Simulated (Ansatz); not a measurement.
ZrO2 in space group P2_1/c (No. 14; Zr on 4e, O on 4e, O on 4e), DFT-r²SCAN in the program Ansatz with PAW potentials, all energies at zero smearing, with the estimated change up to a 700 eV cutoff added, with one set of potentials and settings (totals compare only within such a set). Cell of 12 atoms (4 Zr, 8 O): -21353.081 eV.

| element | reference phase | E (eV/atom) |
|---|---|---|
| Zr | P6_3/mmc, 2 atoms in the cell | -4195.0547 |
| O | C2/m, 4 atoms in the cell, spin-polarised | -566.0346 |

Formation energy per atom, worked out: (-21353.081 − 4×(-4195.0547) − 8×(-566.0346))/12 = -3.715 eV/atom (-358 kJ per mol of atoms), at 0 K, without zero-point energy or fitted corrections.

The cell was relaxed with r²SCAN under the symmetry of its start. The run is not spin-polarised. The references are the lowest solids computed at this level, not always the standard phases (solids in place of the gases).

Potentials: the earlier of the program's two PAW sets. The files were generated under PBE; for other functionals the program regenerates the frozen cores, and for LDA and PBEsol the local potential too.
